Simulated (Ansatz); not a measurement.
A generated cell, not matched to a known phase here, of ScSi$_{2}$: Fm-3m (No. 225), cF12, fluorite type; a = b = c = 6.152 Å, α = β = γ = 90.00°; Sc 4a (0.000, 0.000, 0.000); Si 8c (0.250, 0.250, 0.250). Calculation: PBEsol (plane waves to 420 eV, PAW, scalar-relativistic; Ansatz, a program for electronic structure). Element references, the lowest calculated here: Si (Fd-3m), Sc (P6₃/mmc).

Q: Give the formation energy of this Fm-3m form of ScSi2 from the elements at the level PBEsol.

A: 0.04 eV/atom.

Q: How does this cell stand against the other phases calculated?

A: It lies 0.65 eV/atom above their hull: ScSi2 → ScSi + Si (ScSi Cmcm, Si Fd-3m) releases that much. A lower structure of this composition may exist.

This is the hull of the energies calculated here, no anion corrections; phases that were not calculated are missing from it. Values are rounded to 0.01 eV/atom. Not shown to be the ambient phase of their composition (a lower form may be missing, and a cell relaxed within its start's symmetry can be a saddle point): ScSi2 (Fm-3m). The compounds carry no spin polarisation.
